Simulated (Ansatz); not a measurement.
Theory: DFT PBE, scalar-relativistic, plane waves, PAW (Ansatz). Cutoff 420 eV, Γ-centred 6×6×2 mesh (12-atom cell), Gaussian smearing of 0.02 eV, no spin polarisation.

Formation energies are uncorrected and refer to the elements' standard structures at the same level.

Question: Find a candidate trigonal semiconductor with formula Mg₅CdSe₆, with a gap near 1.7 eV, a formation energy near −1.15 eV/atom and about 27 Å³ per atom, in a cell of 12 atoms. Its symmetry should be P3m1 (No. 156).

Answer: Mg₅CdSe₆, space group P3m1 (No. 156). Around Mg on its first site lie 4 Se at 2.60 Å; Mg on its second site is surrounded by 4 Se at 2.60 Å; around Cd lie 4 Se at 2.65–2.67 Å; around Se on its first site lie 4 Mg at 2.60 Å; 8 more sites not described.

```cif
data_structure
_symmetry_space_group_name_H-M 'P3m1'
_symmetry_Int_Tables_number 156
_cell_length_a 4.2655
_cell_length_b 4.2655
_cell_length_c 20.8664
_cell_angle_alpha 90.000
_cell_angle_beta 90.000
_cell_angle_gamma 120.000
_cell_volume 328.78
loop_
_atom_site_label
_atom_site_type_symbol
_atom_site_symmetry_multiplicity
_atom_site_Wyckoff_symbol
_atom_site_fract_x
_atom_site_fract_y
_atom_site_fract_z
_atom_site_occupancy
Mg1 Mg 1 b 0.33333 0.66667 0.00130 1
Mg2 Mg 1 a 0.00000 0.00000 0.16639 1
Mg3 Mg 1 c 0.66667 0.33333 0.33151 1
Mg4 Mg 1 b 0.33333 0.66667 0.49636 1
Mg5 Mg 1 c 0.66667 0.33333 0.83607 1
Cd1 Cd 1 a 0.00000 0.00000 0.66816 1
Se1 Se 1 b 0.33333 0.66667 0.12574 1
Se2 Se 1 a 0.00000 0.00000 0.29084 1
Se3 Se 1 c 0.66667 0.33333 0.45597 1
Se4 Se 1 b 0.33333 0.66667 0.62072 1
Se5 Se 1 a 0.00000 0.00000 0.79632 1
Se6 Se 1 c 0.66667 0.33333 0.96062 1
```

* Volume per atom: 27.40 Å³
* Density: 3.57 g/cm³
* Formation energy: −1.149 eV/atom
* Gap on the 6×6×2 mesh of the 12-atom cell: 1.68 eV

It was reached by relaxing an invented guess, and it needn't be the stable form of this composition. The answer needn't be unique; the calculation gave this one.

Kohn–Sham gaps at this level usually fall short of measured ones. The reference form of Se is held partly by dispersion forces, which this level lacks. Symmetry constrained the relaxation, so the result can be a saddle point.
